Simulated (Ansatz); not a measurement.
Ca2SeO as one 4-atom ordering (R-3m) on the rocksalt lattice, relaxed with r2SCAN. Space group R-3m (No. 166), trigonal; a = 3.769 Å, c = 18.876 Å in the conventional setting, 19.35 Å³ an atom. O has 6 Ca at 2.54 Å; Se has 6 Ca at 2.85 Å; Ca has 3 O at 2.54 Å and 3 Se at 2.85 Å.

```
O Se Ca
1.0
     1.88463    1.08809    6.29203
    -1.88463    1.08809    6.29203
     0.00000   -2.17618    6.29203
O Se Ca
1 1 2
Direct
  0.00000 0.00000 0.00000
  0.50000 0.50000 0.50000
  0.26397 0.26397 0.26397
  0.73603 0.73603 0.73603
```

4 runs of the plane-wave code Ansatz on this cell differ in the functional (and in the settings that go with it). Levels are in eV from each run's valence top; v1 is the last filled band, c1 the first empty one.

Run A, mean stress 0.0 GPa (compression positive):
```tsv
point	v2	v1	c1	c2
Γ	0.00	0.00	2.76	4.21
T	-0.21	-0.21	3.60	4.39
H₂	-2.19	-2.08	3.65	4.58
```

Run B, mean stress +0.2 GPa (compression positive):
```tsv
point	v2	v1	c1	c2
Γ	0.00	0.00	3.77	5.75
T	-0.21	-0.21	4.96	5.61
H₂	-2.55	-2.22	5.05	6.07
```

Run C, mean stress +0.2 GPa (compression positive):
```tsv
point	v2	v1	c1	c2
Γ	0.00	0.00	3.10	5.03
T	-0.20	-0.20	4.24	4.90
H₂	-2.50	-2.19	4.33	5.34
```

Run D, mean stress +1.2 GPa (compression positive):
```tsv
point	v2	v1	c1	c2
Γ	0.00	0.00	2.22	3.73
T	-0.22	-0.22	3.17	3.87
H₂	-2.11	-2.02	3.20	4.10
```

Task: Match the runs to PBE, r2SCAN, HSE06, PBE0.

Result: A is r2SCAN, B is PBE0, C is HSE06, D is PBE. In order of the gap: PBE 1.69, r2SCAN 2.11, HSE06 2.69, PBE0 3.38 eV.

Note: simulated data, non-magnetic, for a generated structure that need not be the stable one.

The runs are scalar-relativistic, without spin-orbit coupling.

The program warns that its thresholds are loose for a hybrid's stress.
